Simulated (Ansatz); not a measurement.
AlFe:
```yaml
crystal:
  lattice:
    - [2.87426, 0.00000, 0.00000]
    - [0.00000, 2.87426, 0.00000]
    - [0.00000, 0.00000, 2.87426]
  atoms:
    - { symbol: Fe, position: [0.50000, 0.50000, 0.50000], spin: 0.7 }
    - { symbol: Al, position: [0.00000, 0.00000, 0.00000], spin: -0.1 }
```

Relaxed with PBE.

Task: Map the spin density (μB/Å³) on the plane through (0.500, 0.500, 0.500) spanned by u = [1, 0, 0] and v = [0, 1, 1] in lattice vectors, from the program Ansatz at the PBE level (PAW).

Result: x is the fraction of u, y of v (the angle between them is 90°; rows are the nearest grid lines); atoms in the plane: Fe at (0.00, 0.00), Al at (0.50, 0.50).
```
|97300000000000379|
|76300000000000367|
|33200000000000233|
|11000000000000011|
|00000000000000000|
|00000000000000000|
|00000000000000000|
|00000000000000000|
|00000000000000000|
|00000000000000000|
|00000000000000000|
|00000000000000000|
|00000000000000000|
|00000000000000000|
|00000000000000000|
|00000000000000000|
|00000000000000000|
|11000000000000011|
|33200000000000233|
|76300000000000367|
|97300000000000379|
```
Scale: ten equal steps from -0.008 (start of '0') to 1.79 (end of '9'), in the order '0123456789'; x runs from 0.000 to 1.00, y from 0.000 (bottom) to 1.00 (top).

The density is the valence pseudo-density with augmentation charge, so density and ELF within about 1 Å of a nucleus are not all-electron values.

Space group Pm-3m (CsCl type). The PBE relaxation kept the symmetry of its start. Spin order of the final state: ferromagnetic, chosen from 4 collinear starts compared on coarse meshes (ties went to the first, and starts can fall back to one state), not a proven ground state.

Potentials: the later of the program's two PAW sets.
